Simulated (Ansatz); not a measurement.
Bi (A7 type, space group R-3m)

```xyz
2
Lattice="2.2668 1.3088 3.8846 -2.2668 1.3088 3.8846 0.0000 -2.6175 3.8846" Properties=species:S:1:pos:R:3 pbc="T T T"
Bi     0.0000     0.0000     2.7643
Bi     0.0000     0.0000     8.8895
```

This relaxed cell (volume V₀) is scaled evenly in all directions, its shape held. The atoms relax within the cell's symmetry.

These are PBE-D3(BJ) (plane waves to 420 eV, PAW, scalar-relativistic; Ansatz, a program for electronic structure) values and carry that method's errors. k mesh 13×13×13 (Γ-centred), Fermi-Dirac smearing 0.05 eV. Energies are smeared free energies. Stress and pressure are positive under compression. Bi was relaxed with its symmetry unable to fall. Spin-orbit coupling is left out, though Bi is heavy. The PAW data are Ansatz's earlier set. The zero of ΔE is the relaxed starting cell.

Problem. What ΔE (eV/atom) and P (GPa) does the calculation give at V/V₀ = 0.920, 1.053, 1.107, 1.133, 1.160?

Solution. 
```json
[
 {"V/V₀": "0.920", "ΔE (eV/atom)": "0.033", "P (GPa)": "4.2"},
 {"V/V₀": "1.053", "ΔE (eV/atom)": "0.011", "P (GPa)": "-1.9"},
 {"V/V₀": "1.107", "ΔE (eV/atom)": "0.041", "P (GPa)": "-3.2"},
 {"V/V₀": "1.133", "ΔE (eV/atom)": "0.060", "P (GPa)": "-3.7"},
 {"V/V₀": "1.160", "ΔE (eV/atom)": "0.083", "P (GPa)": "-4.1"}
]
```

(Under strain, the slope of the energy per volume gives the stress and its curvature an elastic modulus.)
